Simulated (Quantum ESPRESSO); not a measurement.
Field gradients of Al2O3 from a PBE PAW density (pw.x of a modified build of Quantum ESPRESSO, JTH datasets) with the all-electron reconstruction of Petrilli and co-workers. The input of pw.x:

```
&CONTROL
  calculation = 'scf'
  prefix = 'x'
  pseudo_dir = './pseudo'
  outdir = './out'
  tprnfor = .true.
/
&SYSTEM
  ibrav = 0
  nat = 10
  ntyp = 2
  ecutwfc = 45
  ecutrho = 180
  occupations = 'fixed'
  nbnd = 28
/
&ELECTRONS
  conv_thr = 1e-11
/
ATOMIC_SPECIES
Al 26.982 Al.GGA_PBE-JTH.UPF
O 15.999 O.GGA_PBE-JTH.UPF
CELL_PARAMETERS angstrom
    2.402514990052     1.387092676239     4.372083000000
   -2.402514990052     1.387092676239     4.372083000000
    0.000000000000    -2.774185352478     4.372083000000
ATOMIC_POSITIONS crystal
Al     0.147900000000     0.147900000000     0.147900000000
Al     0.852100000000     0.852100000000     0.852100000000
Al     0.352100000000     0.352100000000     0.352100000000
Al     0.647900000000     0.647900000000     0.647900000000
O      0.952184609836     0.547815390164     0.250000000000
O      0.047815390164     0.452184609836     0.750000000000
O      0.250000000000     0.952184609836     0.547815390164
O      0.750000000000     0.047815390164     0.452184609836
O      0.547815390164     0.250000000000     0.952184609836
O      0.452184609836     0.750000000000     0.047815390164
K_POINTS automatic
6 6 6 0 0 0
```
The cell was made here from a computed Materials Project entry: O5 and its equivalents moved by 0.04 Å along (1.00, 0.00, 0.00), space group kept. The parent is Al2O3 in R-3c. Stability against distortions was not tested.

Vzz is the sum of three terms, each taken along its main axis: the smooth valence density, the ions (nucleus and frozen core) with the augmentation charges of all other spheres, and the all-electron minus smooth density in the atom's own sphere. The split hangs on the datasets.  Cores are frozen. Against all-electron runs on small test molecules, this scheme's |Vzz| missed by −7 % on Al, −2 to +6 % on O.

```
site                         smooth valence density  ions and other spheres  own sphere  Vzz (a.u.)
---------------------------  ----------------------  ----------------------  ----------  ----------
Al (atoms 1, 2, 3, 4)                         0.021                  -0.017           ?           ?
O (atoms 5, 6, 7, 8, 9, 10)                   0.083                  -0.170           ?           ?
```

### Question
Some entries are withheld; supply them.

### Answer

- Al (atoms 1, 2, 3, 4), own sphere: 0.033
- Al (atoms 1, 2, 3, 4), Vzz (a.u.): 0.037
- O (atoms 5, 6, 7, 8, 9, 10), own sphere: -0.266
- O (atoms 5, 6, 7, 8, 9, 10), Vzz (a.u.): -0.353
